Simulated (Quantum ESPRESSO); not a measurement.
Band energies of CuI

```
CuI
1.0
    4.06750     0.00000     0.00000
   -2.03375     3.52256     0.00000
    0.00000     0.00000     7.09549
Cu I
2 2
Direct
  0.66667   0.33333   0.59445
  0.33333   0.66667   0.40555
  0.33333   0.66667   0.77034
  0.66667   0.33333   0.22966
```

norm-conserving PBEsol (Quantum ESPRESSO, 92 Ry, with spin-orbit coupling); path ΓMKΓALHA,LM,KH; energies in eV from the valence-band maximum.

```csv
k (1/Å),point,band 52,band 53,band 54,band 55,band 56,band 57,band 58,band 59
0.00,Γ,0.00,1.23,1.23,2.76,2.76,4.47,4.47,5.40
0.33,,-0.25,2.11,2.11,3.40,3.40,4.35,4.35,5.34
0.67,,-0.41,2.68,2.68,2.87,2.87,3.62,3.62,4.94
0.89,M,-0.43,2.65,2.65,2.75,2.75,3.56,3.56,4.82
1.02,,-0.52,2.82,2.82,2.98,2.98,3.52,3.52,4.80
1.41,K,-0.80,2.37,2.37,3.95,3.95,4.21,4.21,6.93
1.82,,-0.61,3.01,3.01,3.60,3.60,3.76,3.76,5.11
2.13,,-0.26,2.06,2.06,3.48,3.48,4.77,4.77,4.96
2.44,Γ,0.00,1.23,1.23,2.76,2.76,4.47,4.47,5.40
2.77,,-0.14,2.53,2.53,2.82,2.82,4.11,4.11,5.15
2.88,A,-0.18,2.74,2.74,2.81,2.81,4.09,4.09,5.12
3.08,,-0.39,3.07,3.07,3.35,3.35,4.13,4.13,4.64
3.47,,-0.66,2.38,2.38,2.85,2.85,3.65,3.65,4.78
3.77,L,-0.69,2.08,2.08,2.41,2.41,3.37,3.37,4.34
4.08,,-0.98,2.55,2.55,2.66,2.66,4.04,4.04,5.37
4.29,H,-1.07,2.70,2.70,2.77,2.77,3.67,3.67,5.46
4.38,,-1.05,2.68,2.68,2.77,2.77,3.75,3.75,5.53
4.66,,-0.94,2.83,2.83,2.97,2.97,4.22,4.22,5.47
5.04,,-0.51,3.18,3.18,3.62,3.62,4.29,4.29,4.35
5.32,A,-0.18,2.74,2.74,2.81,2.81,4.09,4.09,5.12
5.32,L,-0.69,2.08,2.08,2.41,2.41,3.37,3.37,4.34
5.54,,-0.56,2.02,2.02,3.12,3.12,3.34,3.34,4.91
5.76,M,-0.43,2.65,2.65,2.75,2.75,3.56,3.56,4.82
5.76,K,-0.80,2.37,2.37,3.95,3.95,4.21,4.21,6.93
6.20,H,-1.07,2.70,2.70,2.77,2.77,3.67,3.67,5.46
```

The PBEsol gap is direct, 1.23 eV at Γ.

The filled Cu 3d shell has no Hubbard U; semilocal functionals place it too high.

Geometry relaxed with PBE+D3(BJ).

This is not the ordinary phase of the substance; no match was found in the copy of COD used, and its stability was not checked.
